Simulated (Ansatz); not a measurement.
## Kick test of a cell of Ca2P

It was reached by relaxing an invented guess, and it needn't be the stable form of this composition.

All numbers below come from DFT PBE, scalar-relativistic, plane waves, PAW (Ansatz 0.2.0). Cutoff 420 eV; k points 12×12×12 on the computed 3-atom cell (Γ-centred); Gaussian smearing, width 0.10 eV; no spin polarisation.

The cell below (3 atoms, space group Fm-3m (No. 225)) is relaxed within its symmetry.

```
Ca P
1.0
     0.00000    3.41355    3.41355
     3.41355    0.00000    3.41355
     3.41355    3.41355    0.00000
Ca P
2 1
Cartesian
  1.7068 1.7068 1.7068
  5.1203 5.1203 5.1203
  3.4136 3.4136 3.4136
```

For the test a repeat of it with 6 atoms (edges 4.83, 4.83, 8.36 Å) was strained at random (σ = 1.5 % a component), the atoms were moved at random (σ = 0.15 Å), and all was relaxed again on a coarse 6×6×6 mesh (in the run’s order of axes) with 0.20 eV smearing, with no symmetry imposed.

An odd number of electrons in the primitive cell allows no gap without spin; a larger cell or a magnetic state could open one. The cell is a metal run without spin; a magnetic state may lie lower.

Task: What happens?

Result: It returns, within 1 meV/atom of the unmoved cell on that mesh and with the same symmetry when read at 0.1 Å (C2/m at 0.01 Å, so small strains and shifts remain). No instability shows in this cell; modes of other wave vectors, which need another repeat, aren't tested.
